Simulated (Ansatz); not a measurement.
InP:
```
InP
1.0
    4.13822     0.00000     0.00000
   -2.06911     3.58380     0.00000
    0.00000     0.00000     9.35104
In P
3 3
Direct
  0.00000   0.50000   0.33333
  0.50000   0.50000   0.66667
  0.50000   0.00000   0.00000
  0.00000   0.50000   0.83333
  0.50000   0.50000   0.16667
  0.50000   0.00000   0.50000
```

DFT-r²SCAN in the program Ansatz with PAW potentials gives a gap of 0.42 eV without spin–orbit coupling, maximum on the Γ–M line, 4 % of the way from Γ, minimum at Γ.

Problem. What happens when spin–orbit coupling is switched on?

Solution. The gap shrinks by 0.01 eV, to 0.41 eV; maximum on the Γ–M line, 10 % of the way from Γ, minimum at Γ.

Space group P6_422. The start of the workflow was typed in or built on a structure type; neither database checked (COD, Materials Project) lists it. It is not the phase usual at ambient conditions (space group No. 216). The cell was relaxed with r²SCAN under the symmetry of its start; whether a distortion lowers the energy is not shown.

Potentials: the later of the program's two PAW sets.
